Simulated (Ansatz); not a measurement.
A geometry of SrTiO$_{3}$ away from equilibrium: step 2 of the relaxation of a relaxed SrTiO3 cell shaken by Gaussian noise of σ = 0.08 Å a coordinate. Method: PBEsol (plane waves to 420 eV, PAW, scalar-relativistic; Ansatz, a quantum-chemistry and plane-wave program). Γ-centred k-mesh 5×5×5 on the run's cell (coarser than for final values), Fermi–Dirac smearing 0.05 eV.

```yaml
crystal:
  lattice:
    - [2.73164, 1.59250, 4.47961]
    - [-2.76585, 1.62522, 4.48901]
    - [0.01124, -3.17053, 4.46758]
  atoms:
    - { symbol: Sr, position: [0.22933, 0.26009, 0.25998] }
    - { symbol: Sr, position: [0.75083, 0.75264, 0.75478] }
    - { symbol: Ti, position: [0.00460, 0.00240, 0.99667] }
    - { symbol: Ti, position: [0.49691, 0.48860, 0.51683] }
    - { symbol: O, position: [0.75354, 0.72110, 0.25752] }
    - { symbol: O, position: [0.23648, 0.79357, 0.72671] }
    - { symbol: O, position: [0.71178, 0.23488, 0.79209] }
    - { symbol: O, position: [0.20315, 0.29097, 0.76551] }
    - { symbol: O, position: [0.72929, 0.20594, 0.29078] }
    - { symbol: O, position: [0.24968, 0.75220, 0.22866] }
```

Q: Predict the force on each atom, in eV/Å.

A: 
```
atom     Fx     Fy     Fz
----  -----  -----  -----
Sr1    0.43   0.10   0.08
Sr2   -0.20  -0.10  -0.15
Ti3   -0.21  -1.04   0.19
Ti4    0.05   1.16   0.09
O5     0.34  -0.30  -0.32
O6     0.81   0.31  -0.73
O7    -0.92   0.64  -0.40
O8    -0.09  -0.13  -0.15
O9    -0.97  -0.23   0.82
O10    0.75  -0.39   0.58
```

Q: What is the pressure?

A: +1.0 GPa, compression positive.

No spin polarisation in the result.

The end of the path is a generated cell of SrTiO3: the first start was made by placing the elements on the sites of a structure type, and the end was not matched to a known phase here, so it may be hypothetical. Known forms of SrTiO3 include space group No. 221.
